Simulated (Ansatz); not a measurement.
MgO (rock salt, Fm-3m), DFT-PBEsol in the program Ansatz with PAW potentials: ε∞ = 3.25, cell volume 18.71 Å³. Infrared-active transverse modes:

| ω_TO (cm⁻¹) | oscillator strength S_xx (e²/amu) |
|---|---|
| 387.5 | 0.4065 |

### Question
Compute the static dielectric constant.

### Answer
Each mode adds (4.921e7/V) S/ω²: 7.12. So ε0 = 10.4.

### Question
What LO frequency does the Lyddane–Sachs–Teller relation give?

### Answer
ω_LO = ω_TO √(ε0/ε∞) = 692 cm⁻¹.

The cell was relaxed with PBEsol under the symmetry of its start; phonons on a q-mesh show no instability.

Potentials: the later of the program's two PAW sets.
